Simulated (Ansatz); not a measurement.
Relaxed TiSi2 (C49 type, space group Cmcm):

```
CELL_PARAMETERS angstrom
      1.76330    -6.75838     0.00000
      1.76330     6.75838     0.00000
      0.00000     0.00000     3.56518
ATOMIC_POSITIONS crystal
  Si 0.94167 0.05833 0.75000
  Si 0.05833 0.94167 0.25000
  Si 0.25029 0.74971 0.75000
  Si 0.74971 0.25029 0.25000
  Ti 0.60320 0.39680 0.75000
  Ti 0.39680 0.60320 0.25000
```

Level of theory: r2SCAN (plane waves to 500 eV, PAW, scalar-relativistic; Ansatz, an electronic-structure program). k mesh 11×11×11 (Γ-centred), Fermi-Dirac smearing 0.05 eV. With partly filled bands, energies and forces of such displacements shift with the k mesh and the smearing. This is one of several known forms of TiSi2; the measured ambient cells at hand have space group No. 70. TiSi2 is run without spin polarisation. TiSi2 was relaxed with its symmetry unable to fall.

One atom of the cell was then moved (with its periodic images), all else fixed, and the forces (eV/Å) came out as:

```csv
atom,Fx,Fy,Fz
Si1,0.000,0.394,1.249
Si2,0.000,-0.271,-2.880
Si3,0.000,-0.011,-0.032
Si4,0.000,0.004,0.043
Ti5,0.000,-0.102,1.513
Ti6,0.000,-0.014,0.108
```

Question: Which atom was moved, and by which vector (Å)?

Answer: Si2, by (0.00, 0.00, 0.19), 0.19 Å in all.

(A displaced cell: forces are minus the slopes of the energy, force constants its curvatures, and phonons follow from these.)
